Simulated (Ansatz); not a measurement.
A geometry of SnO2 away from equilibrium: the start of the relaxation of a relaxed SnO2 cell, doubled along one cell vector, shaken by Gaussian noise of σ = 0.08 Å a coordinate. These are PBE (plane waves to 420 eV, PAW, scalar-relativistic; Ansatz, a first-principles code) values and carry that method's errors. Γ-centred k-mesh 8×8×2 on the run's cell (coarser than for final values), Fermi–Dirac smearing 0.05 eV.

```xyz
6
Lattice="3.2277 0.0000 0.0000 -1.6138 2.7953 0.0000 0.0000 0.0000 11.0258" Properties=species:S:1:pos:R:3 pbc="T T T"
Sn    -0.1032    -0.0533     0.0601
Sn    -0.0373     0.0373     5.4548
O      0.0232     1.9543     1.1423
O     -0.0889     1.9283     6.5926
O      1.5912     0.9481     4.5940
O      1.7394     0.7784     9.9867
```

Problem. Which atoms carry the largest force, and which way does it point?

Solution. 3.19 eV/Å, on Sn2 (atoms numbered as listed); on Sn2 its components are (-0.06, -0.09, 3.19).

Problem. What is the pressure?

Solution. +0.7 GPa, compression positive.

Problem. How much energy per atom can still be gained by relaxing?

Solution. 0.12 eV/atom; the path ends in P-1 (No. 2) at a tolerance of 0.01 Å, P-3m1 (No. 164) at 0.1 Å.

No spin polarisation in the result. Without a van der Waals term the distances between weakly bound units are poorly fixed.

The end of the path is a generated cell of SnO2: the first start was made by placing the elements on the sites of a structure type, and the end was not matched to a known phase here, so it may be hypothetical. Known forms of SnO2 include space group No. 136.
